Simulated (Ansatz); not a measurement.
P (space group Cmce)

```xyz
4
Lattice="1.6549 -5.6462 0.0000 1.6549 5.6462 0.0000 0.0000 0.0000 4.5635" Properties=species:S:1:pos:R:3 pbc="T T T"
P      1.6549     1.0611     4.1687
P      1.6549    -1.0611     0.3947
P      1.6549     4.5850     1.8870
P      1.6549    -4.5850     2.6765
```

The slice is a (010) plane (indices of the conventional cell) through the point (0.406, 0.594, 0.913) (fractional), spanned by u = [110] and v = [001] in vectors of this cell: u (3.31 Å) and v (4.56 Å, at 90° to u). It covers one period; positions are fractions (u, v).

Method: PBE (plane waves to 420 eV, PAW, scalar-relativistic; Ansatz, a first-principles code). k mesh 10×10×7. Near the nuclei the fields are pseudised (PAW); where an atom keeps semicore shells as valence, they peak there. P was relaxed with its symmetry unable to fall. The relaxed volume of P is well above the measured one; the method has no dispersion term.

Q: The ELF has a maximum in the middle third of the P–P line. Where, and how high?

A: 0.89, 1.0 Å from P.

Q: What is the valence density on the shortest P–P line in this plane (2.23 Å), at its midpoint?

A: 0.75 e/Å³.

Q: Predict the map of the electrostatic potential energy of an electron, from the cell's mean on the slice.

A: 
```
|xxxx .====. xxx|
|xxxx        xxx|
|xxx   xxxx   xx|
|     xxxxxx    |
|::: xxxxxxxx ::|
|*+- xxxxxxxx -+|
|##= xxxxxxxx =#|
|%#+ xxxxxxxx +#|
|%%*- xxxxxx -*%|
|@@%*: xxxx :*%@|
|@@@%*=:  :=*%@@|
|@@@@%##**##%@@@|
|@@@@@@@@@@@@@@@|
|%%%@@@@@@@@@@%%|
|==+#%@@@@@@%#+=|
|   -*%@@@@%*-  |
|xxx :*%@@%*: xx|
|xxxx =#%%#= xxx|
|xxxx :*##*: xxx|
|xxxxx.+##+.xxxx|
```
Scale: ten equal steps from -1.00 (start of ' ') to 7.63 (end of '@'), in the order ' .:-=+*#%@'. Values: electrostatic potential energy of an electron, from the cell's mean, in eV. The map has 15 points along u (one character each, u = 0 at the left) and 20 along v (v = 0 in the bottom row). Points within 0.9 Å of a nucleus are blanked (x), as the pseudised field means little there. Values under -1 eV are set to -1. The zero, the cell's mean, hangs on the PAW cores.
